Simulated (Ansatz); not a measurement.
Tb$_{2}$GeO (I4/mcm)

These are results of DFT PBE, scalar-relativistic, plane waves, PAW, and for the lanthanide a 4f-in-core norm-conserving potential (Ansatz 0.2.0), not measurements.

Settings: cutoff 690 eV, Γ-centred mesh 8×8×8 on the computed 8-atom cell, Gaussian smearing of 0.10 eV; no spin polarisation.

The structure is relaxed at this level of theory with its symmetry kept, and needn't be the ground state of this composition.

Space group I4/mcm (No. 140), tetragonal, a = 7.423 Å, c = 5.986 Å. Tb has 2 O at 2.22 Å and 4 Ge at 3.18 Å; Ge has 2 Ge at 2.99 Å, 8 Tb at 3.18 Å and 4 O at 3.71 Å; around O lie 4 Tb at 2.22 Å, 2 O at 2.99 Å and 4 Ge at 3.71 Å.

| Item | Value |
| --- | --- |
| Volume per atom | 20.62 Å³ |
| Kohn–Sham band gap | none (metal) |
| Density of states at the Fermi level | 5.3 states/eV per cell |

Spin-orbit coupling is left out, which matters for the bands of heavy elements.

The cell was found from a structure generator's guess, not taken from experiment.

The lanthanide is trivalent by construction, without f bands, f moments or other valences.
